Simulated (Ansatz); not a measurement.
Li$_{2}$ZnCl$_{4}$:
```
CELL_PARAMETERS angstrom
      0.00000     5.15850     5.15850
      5.15850     0.00000     5.15850
      5.15850     5.15850     0.00000
ATOMIC_POSITIONS crystal
  Li 0.62500 0.62500 0.12500
  Li 0.62500 0.12500 0.62500
  Li 0.62500 0.62500 0.62500
  Li 0.12500 0.62500 0.62500
  Zn 0.00000 0.00000 0.00000
  Zn 0.25000 0.25000 0.25000
  Cl 0.86615 0.37795 0.37795
  Cl 0.87205 0.87205 0.38385
  Cl 0.37795 0.86615 0.37795
  Cl 0.87205 0.87205 0.87205
  Cl 0.37795 0.37795 0.37795
  Cl 0.87205 0.38385 0.87205
  Cl 0.37795 0.37795 0.86615
  Cl 0.38385 0.87205 0.87205
```

Relaxed with r²SCAN.

Question: Give the Bader charges and basin volumes of the independent atoms, plane-wave PAW r²SCAN (Ansatz code).

Answer: 

| atom | Bader charge (e) | Bader volume (Å³) |
|---|---|---|
| Li1 | +0.91 | 3.6 |
| Zn5 | +1.20 | 12.6 |
| Cl7 | -0.76 | 29.4 |

Space group Fd-3m (spinel). The first step of the workflow began from a Materials Project structure, measured or hypothetical; the Crystallography Open Database files this formula in space group No. 227, but the cells were not matched. Whether it is the stable phase at ambient conditions was not checked. Symmetry was held in the r²SCAN relaxation; whether a distortion lowers the energy is not shown.

Potentials: the later of the program's two PAW sets.
